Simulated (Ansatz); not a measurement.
CaTiO$_{3}$:
Space group R-3c, hexagonal axes (No. 167); a = 5.4085 Å, b = 5.4085 Å, c = 13.1294 Å, α = 90.00°, β = 90.00°, γ = 120.00°

```json
[
 {"atom": "Ca", "site": "6a", "symmetry": "32", "x": "0.0000", "y": "0.0000", "z": "0.2500"},
 {"atom": "Ti", "site": "6b", "symmetry": "-3.", "x": "0.0000", "y": "0.0000", "z": "0.0000"},
 {"atom": "O", "site": "18e", "symmetry": ".2", "x": "0.4291", "y": "0.4291", "z": "0.2500"}
]
```
(The calculation used a cell of 10 atoms; values per cell refer to that cell.)

Relaxed with PBEsol.

Problem. Decompose the optical modes at the zone centre into irreducible representations, and say which are infrared and Raman allowed.

Solution. Point group -3m: Γ_opt = A1g + 2A1u + 3A2g + 3A2u + 4Eg + 5Eu. Infrared: A2u, Eu. Raman: A1g, Eg.

Problem. Assign frequencies (DFPT, PBEsol (plane waves, PAW; program Ansatz); without the LO–TO term).

Solution. A2u 125i, Eg 51i, Eu 78, A2g 113, Eu 169, A2u 173, Eg 243, Eu 281, A1g 293, A1u 349, A2g 411, A1u 422, Eu 433, Eg 459, A2u 498, Eg 511, Eu 546, A2g 822 cm⁻¹.

The start of the workflow was typed in or built on a structure type; neither database checked (COD, Materials Project) lists it. COD files the formula under space group No. 11, 62, 65, 140, 221. Its standing as an ambient phase is unchecked. The cell was relaxed with PBEsol under the symmetry of its start. At this level the phase is dynamically unstable (imaginary phonons). The workflow began spin-polarised and lost its moments.

Potentials: the earlier of the program's two PAW sets. The files were generated under PBE; for other functionals the program regenerates the frozen cores, and for LDA and PBEsol the local potential too.
